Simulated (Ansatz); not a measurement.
Given:

Sr₂TaNO₃:
```
CELL_PARAMETERS angstrom
     -1.97763     1.97763     6.51409
      1.97763    -1.97763     6.51409
      1.97763     1.97763    -6.51409
ATOMIC_POSITIONS crystal
  Ta 0.99124 0.99124 0.00000
  O  0.50677 0.00677 0.50000
  O  0.00677 0.50677 0.50000
  O  0.16019 0.16019 0.00000
  N  0.84496 0.84496 0.00000
  Sr 0.34242 0.34242 0.00000
  Sr 0.64766 0.64766 0.00000
```

This is the PBEsol-relaxed structure. Tensor components refer to the Cartesian frame of this cell.

Problem. All from the program Ansatz at the PBEsol level (PAW), unless another level is named. Estimate the Debye temperature from the elastic constants.

Solution. 457 K.

Problem. Next, the piezoelectric stress constants (proper, relaxed ions, C/m²)?

Solution. e15 = e24 = -0.41, e31 = e32 = 0.33, e33 = -1.58.

Space group I4mm. The start of the workflow was typed in or built on a structure type; neither database checked (COD, Materials Project) lists it. Its standing as an ambient phase is unchecked. Symmetry was held in the PBEsol relaxation; its stability against distortions is not shown here. The run is not spin-polarised. Signs of piezoelectric constants follow the polarity of the cell as given. Scalar-relativistic: spin–orbit coupling is off unless named, which matters more the heavier the elements.

Potentials: the earlier of the program's two PAW sets. The files were generated under PBE; for other functionals the program regenerates the frozen cores, and for LDA and PBEsol the local potential too.
